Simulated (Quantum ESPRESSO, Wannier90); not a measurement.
# Tight-binding from DFT: TaS2 (CdI2 type)

```xyz
3
Lattice="3.3829 0.0000 0.0000 -1.6914 2.9296 0.0000 0.0000 0.0000 6.1680" Properties=species:S:1:pos:R:3 pbc="T T T"
Ta     0.0000     0.0000     0.0000
S     -1.6914     0.9765    -1.5156
S      1.6914    -0.9765     1.5156
```

Materials Project entry mp-1690; symmetrised, unrelaxed at this level. COD (Crystallography Open Database) has the formula in 4 space groups, this one among them (matched by group alone). Computed values, not measurements, from PBEsol: Quantum ESPRESSO (norm-conserving PseudoDojo potentials, cutoff 47 Ry, no spin polarisation, no spin-orbit coupling) on a Γ-centred 12×12×6 mesh, then Wannier90. Density: 12×12×6 mesh, cold smearing 0.01 Ry. The cell is built of weakly bound layers, chains or molecules, whose nearest atoms lie 3.70 Å apart. Database cells relaxed without dispersion often hold them too far apart, which can enlarge gaps and weakens couplings between them; spacing and stacking were not compared with the measured crystal. Spin-orbit coupling is left out although heavy elements are present.

Valence charges of the files: Ta 13, S 6. 27 bands were computed.

Isolated groups of bands, relative to the Fermi level (bands from 16 on overlap up to the last one computed):

```
bands  from (eV)  to (eV)        filling            weight on atomic waves
-----  ---------  -------  -------------  --------------------------------
1         -68.88   -68.87         filled                        Ta 5s 98 %
2–4       -35.55   -35.24         filled                        Ta 5p 98 %
5–6       -14.80   -12.52         filled  S 3s 78 %, Ta 5d 11 %, Ta 6s 8 %
7–15       -6.80     2.90  partly filled             S 3p 54 %, Ta 5d 39 %
```

Wanted is a model with the orbitals Ta d, S p, without the filled groups that are mainly made of other shells (semicore states, and anion s where it isn't named); all higher bands stay in for disentanglement.

Give num_wann, exclude_bands and num_bands, and the number of electrons that the model holds.

Electrons: 1×13 + 2×6 = 25, or 12.5 bands' worth; no gap over 0.05 eV opens at the Fermi level at this level of theory.
num_wann = 1×5 + 2×3 = 11.
exclude_bands = 1-6, 6 bands, so num_bands = 27 − 6 = 21.
The model holds 25 − 2×6 = 13 electrons. With the window frozen to 1.50 eV it follows pw.x to 0.7 meV rms (states up to 1.0 eV relative to the Fermi level).
